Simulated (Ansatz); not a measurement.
# Two states of GdMnH3

```
Mn H Gd
1.0
     3.75595    0.00000    0.00000
     0.00000    3.75595    0.00000
     0.00000    0.00000    3.75595
Mn H Gd
1 3 1
Direct
  0.00000 0.00000 0.00000
  0.50000 0.00000 0.00000
  0.00000 0.50000 0.00000
  0.00000 0.00000 0.50000
  0.50000 0.50000 0.50000
```

Single point in Ansatz 0.2.0 with PBE, with U_eff = 3.92 eV on Gd f, U_eff = 1.31 eV on Mn d (atomic projectors). Cutoff 420 eV, PAW datasets, 5×5×5 (shifted by 0.5, 0.5, 0.5 steps) k mesh, fermi-dirac filling (width 0.1 eV).

State A: Mn1 up, Gd5 down (collinear spin). State B: no moments (no spin polarisation).

Task: Compare the two self-consistent states.

Result: State A is lower by 1653.1 meV an atom at zero smearing; in free energy at this smearing B lies +1652.1 meV an atom from A.

```json
{"state": "A", "free energy (meV/atom)": "0.0", "largest moment in a small sphere (μB)": "7.19", "net moment (μB/cell)": "4.83", "gap on mesh (eV)": "metal", "pressure (GPa)": "-8.0", "largest force (eV/Å)": "0.00"}
{"state": "B", "free energy (meV/atom)": "1652.1", "largest moment in a small sphere (μB)": "0.00", "net moment (μB/cell)": "0.00", "gap on mesh (eV)": "0.50", "pressure (GPa)": "-9.7", "largest force (eV/Å)": "0.00"}
```

Origin: a known structure type with other elements, at an estimated volume, so it need not be a known compound. Caveats: the k mesh is coarse if the cell is a metal; open f shell without moments; an odd or shifted mesh can miss the band edges, so this level's true gap may be smaller.
